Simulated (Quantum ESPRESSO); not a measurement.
```xyz
6
Lattice="3.2783 0.0000 0.0000 -1.6392 2.8391 0.0000 0.0000 0.0000 12.7241" Properties=species:S:1:pos:R:3 pbc="T T T"
Se     0.0000     1.8927    11.2177
Se     1.6392     0.9464     1.5064
Se     1.6392     0.9464     4.8557
Se     0.0000     1.8927     7.8684
Mo     1.6392     0.9464     9.5431
Mo     0.0000     1.8927     3.1810
```

Cell and atoms were relaxed with PBE+D3(BJ) from Materials Project entry mp-1634, within its symmetry.

What does norm-conserving PBE (Quantum ESPRESSO, 86 Ry, no spin-orbit coupling) give for the electronic structure near the Fermi level?

The PBE gap is indirect, 0.73 eV, from Γ to 43 % of the way from K to Γ; the smallest direct gap is 1.46 eV. Spin-orbit splittings are left out.
